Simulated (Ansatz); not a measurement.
Relaxed-ion elastic tensor of TiSi in space group Cmmm (No. 65; Ti on 2b, Si on 2d) in GPa (Voigt order), DFT-LDA in the program Ansatz with PAW potentials; density 4.58 g/cm³, 13.76 Å³ per atom.

```
     1    2    3     4    5     6
-  ---  ---  ---  ----  ---  ----
1  230  118  132   0.0  0.0   0.0
2  118  169  110   0.0  0.0   0.0
3  132  110  279   0.0  0.0   0.0
4  0.0  0.0  0.0  19.4  0.0   0.0
5  0.0  0.0  0.0   0.0  169   0.0
6  0.0  0.0  0.0   0.0  0.0  91.1
```

### Question
Is the crystal mechanically stable?

### Answer
Yes: the smallest eigenvalue of C is 19.4 GPa.

### Question
Work out the Voigt, Reuss and Hill averages.

### Answer
K_V = 155, K_R = 146, K_H = 151; G_V = 77.1, G_R = 45.6, G_H = 61.4 GPa.

### Question
Give Young's modulus, Poisson's ratio, Pugh's ratio and the universal anisotropy index.

### Answer
E = 9KG/(3K + G) = 162 GPa; ν = 0.32; K/G = 2.46 (ductile by the Pugh limit of 1.75); A_U = 5G_V/G_R + K_V/K_R − 6 = 3.51.

### Question
Estimate the sound speeds and the Debye temperature.

### Answer
v_l = √((K + 4G/3)/ρ) = 7120 m/s, v_t = √(G/ρ) = 3660 m/s, mean 4100 m/s; Θ = (h/k)(3n/4πV)^(1/3) v_m = 509 K.

### Question
Solve the Christoffel equation for the three sound speeds along x, y, z.

### Answer
Eigenvalues of C_ijkl n_j n_l equal ρv². In km/s, slowest first: x 4.46, 6.07, 7.09; y 2.06, 4.46, 6.07; z 2.06, 6.07, 7.80.

### Question
How much does each axis shrink under pressure?

### Answer
Linear compressibilities β_i = Σ_j S_ij (j = 1 to 3): x 1.6, y 4.0, z 1.3 per TPa.

The first step of the workflow began from a Materials Project structure, measured or hypothetical; the Crystallography Open Database copy checked does not list it. COD files the formula under space group No. 25, so this cell is another polymorph or a model. Its standing as an ambient phase is unchecked. Symmetry was held in the LDA relaxation; of distortions, only those at the zone centre were tested. The run is not spin-polarised. As this level gives no gap, shear constants depend on the k-mesh and smearing (Fermi–Dirac, 0.1 eV here).

Potentials: the later of the program's two PAW sets.
